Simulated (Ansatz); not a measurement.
**How far is PAW off for As?**

```
As
1.0
     1.90260    1.11210    3.50060
    -1.85689    1.09330    3.48180
     0.00658   -2.15312    3.47492
As
2
Direct
  0.22754 0.22754 0.22754
  0.77246 0.77246 0.77246
```

Atom numbers follow the list: As1, As2.

Structure: COD 9009651, as refined from experiment and not relaxed. The listed cell was then made from it by scaling, straining or moving an atom.

All numbers are computed: DFT, LDA, PAW with Ansatz's default frozen-core files, scalar-relativistic (Ansatz 0.2.0); DFT, LDA, all-electron LAPW, scalar-relativistic (Ansatz 0.2.0).

For PAW: a Γ-centred 13×13×13 k mesh, Fermi–Dirac smearing of 0.05 eV, cutoff 420 eV, no spin polarisation; the PAW files were made with PBE, and the program remakes their frozen cores for this functional. LAPW targets a basis error of 1 meV/atom. The Ansatz runs share mesh, smearing and spin set-up. Plane-wave (PAW) pressures include the program's estimate of the Pulay term.

Stress and pressure are positive in compression.

The change that made this cell: equal xy, yz and zx engineering shear strains of +1 %.

PAW results:

```csv
quantity,PAW
pressure (GPa),-1.51
stress xx (GPa),-0.91
stress yy (GPa),-1.53
stress zz (GPa),-2.10
stress yz (GPa),-0.74
stress xz (GPa),-0.42
stress xy (GPa),-0.20
"force on As1, z (eV/Å)",0.070
```

**Question.** What does all-electron LAPW give for the same quantities?

**Answer.** 
| quantity | LAPW |
| --- | --- |
| pressure (GPa) | -1.49 |
| stress xx (GPa) | -0.89 |
| stress yy (GPa) | -1.51 |
| stress zz (GPa) | -2.08 |
| stress yz (GPa) | -0.74 |
| stress xz (GPa) | -0.42 |
| stress xy (GPa) | -0.20 |
| force on As1, z (eV/Å) | 0.069 |
